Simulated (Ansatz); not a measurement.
A geometry of Pt away from equilibrium: step 3 of the relaxation of a relaxed Pt cell, doubled along one cell vector, shaken by Gaussian noise of σ = 0.08 Å a coordinate. Computed with r2SCAN (plane waves to 500 eV, PAW, scalar-relativistic; Ansatz, an electronic-structure program). Γ-centred k-mesh 12×12×6 on the run's cell (coarser than for final values), Fermi–Dirac smearing 0.05 eV.

```yaml
crystal:
  lattice:
    - [2.63700, -0.00117, -0.01308]
    - [-0.00117, 2.63606, -0.00875]
    - [-0.02615, -0.01749, 5.14902]
  atoms:
    - { symbol: Pt, position: [0.96726, 0.98742, 0.99842] }
    - { symbol: Pt, position: [0.99427, 0.00220, 0.49870] }
```

Question: Which atoms carry the largest force, and which way does it point?

Answer: 0.01 eV/Å, on Pt1, Pt2 (atoms numbered as listed); on Pt1 its components are (-0.01, 0.00, 0.01).

Question: What is the pressure?

Answer: -2.6 GPa, compression positive.

Question: How far above the relaxed end point is this geometry?

Answer: 0.01 eV/atom; the path ends in Pm-3m (No. 221) (AFLOW prototype A_cP1_221_a (A_h)).

No spin polarisation in the result.

The run could not lose the symmetry of its start: the end is stationary, and may be a saddle point rather than a minimum.

The end of the path is a generated cell of Pt: the first start was made by placing the elements on the sites of a structure type, and the end was not matched to a known phase here, so it may be hypothetical. Known forms of Pt include space group No. 225.
